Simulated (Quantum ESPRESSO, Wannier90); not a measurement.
## Tight-binding from DFT: InSe (R3m)

Cell from Materials Project (mp-22691), symmetrised, no further relaxation. COD (Crystallography Open Database) has the formula in 2 space groups, this one among them (matched by group alone). Method: PBEsol plane waves in Quantum ESPRESSO 7.5 (PseudoDojo norm-conserving files, 69 Ry, no spin polarisation, no spin-orbit coupling), Bloch states on a 6×6×6 mesh through Γ, Wannier90 4.0.1. Density: 10×10×10 mesh, Gaussian smearing 0.01 Ry. The cell is built of weakly bound layers, chains or molecules, whose nearest atoms lie 4.03 Å apart. Database cells relaxed without dispersion often hold them too far apart, which can enlarge gaps and weakens couplings between them; spacing and stacking were not compared with the measured crystal. Spin-orbit coupling is left out although heavy elements are present.

```
begin unit_cell_cart
ang
   -2.0233451426    3.5045365883    0.0000000000
   -4.0466902853    0.0000000000    0.0000000000
   -2.0233451426    1.1681788628    8.6085230000
end unit_cell_cart
mp_grid = 6 6 6
```

Neighbour vectors b of the finite-difference formula (Å⁻¹), by shell:

```tsv
shell	b_x	b_y	b_z
1	0.00000	0.00000	0.12165
1	0.00000	0.00000	-0.12165
2	-0.25878	-0.14941	-0.04055
2	0.00000	0.29881	-0.04055
2	-0.25878	0.14941	0.04055
2	0.25878	0.14941	0.04055
2	0.00000	-0.29881	0.04055
2	0.25878	-0.14941	-0.04055
```

Find the weights w_b from the completeness condition Σ_b w_b b_α b_β = δ_αβ.

Shell 1: Σ b_x² = 0.000, Σ b_y² = 0.000, Σ b_z² = 0.030 Å⁻²
Shell 2: Σ b_x² = 0.268, Σ b_y² = 0.268, Σ b_z² = 0.010 Å⁻²
Each of the three diagonal sums, weighted, has to give 1 and the off-diagonal ones 0, which holds for w_1 = 32.5 Å², w_2 = 3.73 Å². Check on xx: 32.54×0.000 + 3.73×0.268 = 1.00.

On this mesh the 9 functions of bands 21-29 (valence bands; start: SCDM (isolated), conv_tol = 1.0e-6) end with spreads 2.2529, 2.2529, 2.2522, 2.2586, 2.2593, 2.2586, 2.2306, 2.2509, 2.9975 Å², Ω_I = 19.3588 Å² and Ω_D = 0.0377 Å².

Ω_total is the sum of the spreads, 21.014 Å². Ω_OD = Ω_total − Ω_I − Ω_D = 1.617 Å². Only (Ω_D + Ω_OD)/Ω_total = 7.9 % depends on the gauge, and another start could lower the total by that share at most. The rms radius is √(Ω_total/9) = 1.53 Å.
